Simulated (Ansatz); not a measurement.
Cells of Re relaxed with PBEsol (plane waves to 420 eV, PAW, scalar-relativistic; Ansatz, a program for electronic structure), each with a space-group label. One label is wrong.

**A**, labelled Im-3m (No. 229)
```xyz
1
Lattice="-1.5426 1.5426 1.5426 1.5426 -1.5426 1.5426 1.5426 1.5426 -1.5426" Properties=species:S:1:pos:R:3 pbc="T T T"
Re     0.0000     0.0000     0.0000
```

**B**, labelled Fm-3m (No. 225)
```
CELL_PARAMETERS angstrom
      0.00000     1.94021     1.94021
      1.94021     0.00000     1.94021
      1.94021     1.94021     0.00000
ATOMIC_POSITIONS crystal
  Re 0.00000 0.00000 0.00000
```

**C**, labelled Fd-3m (No. 227)
```yaml
crystal:
  lattice:
    - [2.75081, 0.00000, 0.00000]
    - [-1.37541, 2.38227, 0.00000]
    - [0.00000, 0.00000, 4.44144]
  atoms:
    - { symbol: Re, position: [0.33333, 0.66667, 0.75000] }
    - { symbol: Re, position: [0.66667, 0.33333, 0.25000] }
```

Which label is wrong, and what should it be (tolerance 0.01 Å)?

C: its symmetry is P6₃/mmc (No. 194), hP2, hcp (Mg type); a = 2.751 Å, b = 2.751 Å, c = 4.441 Å, α = 90.00°, β = 90.00°, γ = 120.00°.

Each run could gain symmetry but not lose that of its start, so entries can be saddle points. From databases, or of a type measured for this composition: P6₃/mmc, hP2, hcp (Mg type); Fm-3m, cF4, fcc (Cu type); the others are generated cells (placed on structure types, drawn at random, substituted or restacked) that were not matched to a known phase here.

No spin polarisation in the result.
